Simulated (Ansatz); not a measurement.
Input:

AlN:
Space group F-43m (No. 216); a = 4.378 Å, b = 4.378 Å, c = 4.378 Å, α = 90.00°, β = 90.00°, γ = 90.00°

```csv
atom,site,symmetry,x,y,z
Al,4a,-43m,0.0000,0.0000,0.0000
N,4d,-43m,0.7500,0.7500,0.7500
```
(The calculation used a cell of 2 atoms; values per cell refer to that cell.)

This is the PBEsol-relaxed structure.

Problem. All from the program Ansatz at the PBEsol level (PAW), unless another level is named. Predict the hole effective mass, band 2 of 3 at the edge.

Solution. 1.4 along [100], 1.4 along [110], 4.3 along [111] (mₑ).

Problem. Give the electron effective mass.

Solution. 0.32, 0.32, 0.52 mₑ (principal values).

Problem. And the weight of the valence-edge state by species (Voronoi cells)?

Solution. N 87 %, Al 13 %.

Problem. What about the conduction-band minimum?

Solution. at X (3 equivalent valleys).

Symmetry was held in the PBEsol relaxation.

Potentials: the later of the program's two PAW sets.

Edges and masses are those of Kohn–Sham bands, whose gap is no quasiparticle gap.
